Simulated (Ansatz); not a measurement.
According to PBE (plane waves, PAW; program Ansatz), MoP in the hexagonal phase (P-6m2; Mo on 1a, P on 1d) relaxes to a = 3.241 Å, c = 3.194 Å. P has 6 nearest neighbours from 2.46 Å (trigonal prismatic). Against the elements it lies at -0.69 eV/atom, with no fitted shifts.

Electronic character: metallic (no gap). Gap from PBE with spin–orbit coupling: none (metallic).

An equation-of-state fit gives a bulk modulus of 215 GPa.

Symmetry was held in the PBE relaxation. The run is not spin-polarised. The references are the lowest solids computed at this level, not always the standard phases. Scalar-relativistic: spin–orbit coupling is off unless named, which matters more the heavier the elements.

Potentials: the earlier of the program's two PAW sets.
